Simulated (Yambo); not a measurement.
K$_{2}$LiAlF$_{6}$ (space group Fm-3m, No. 225): one transition space (4×4×4 mesh, 18 valence and 6 conduction bands, Tamm-Dancoff) with different kernels in Yambo, on PBEsol orbitals; field along x. BSE alone uses the static screening with 80 bands and a 3 Ry block; its scissor and those of RPA and TDDFT come from G0W0, that of the TDHF-type run from bare exchange.

```json
[
 {"kernel": "BSE (screened electron-hole attraction)", "scissor (eV)": "4.20", "direct gap with it (eV)": "11.53", "lowest state (eV)": "(withheld)"},
 {"kernel": "TDHF-type (unscreened attraction, exchange-only scissor)", "scissor (eV)": "12.62", "direct gap with it (eV)": "19.94", "lowest state (eV)": "(withheld)"},
 {"kernel": "RPA (no attraction)", "scissor (eV)": "4.20", "direct gap with it (eV)": "11.53", "lowest state (eV)": "11.53 (dark)"}
]
```

Task: Fill in the missing entries.

Result: 
- BSE (screened electron-hole attraction), lowest state (eV): 9.91 (dark)
- TDHF-type (unscreened attraction, exchange-only scissor), lowest state (eV): 15.14 (dark)

RPA leaves the lowest state at the direct gap: no bound exciton. These are vertical excitations (zero momentum). Spin singlets only. Strong means a line over 3 % of the spectrum's maximum, dark under 0.03 %. Absolute energies carry the error of the G0W0 scissor, whose convergence isn't established. Convergence of the binding with the mesh was not shown.

Geometry of the Materials Project entry, not relaxed at this level; primitive cell a = 5.642 Å, b = 5.642 Å, c = 5.642 Å, α = 60.00°, β = 60.00°, γ = 60.00°.
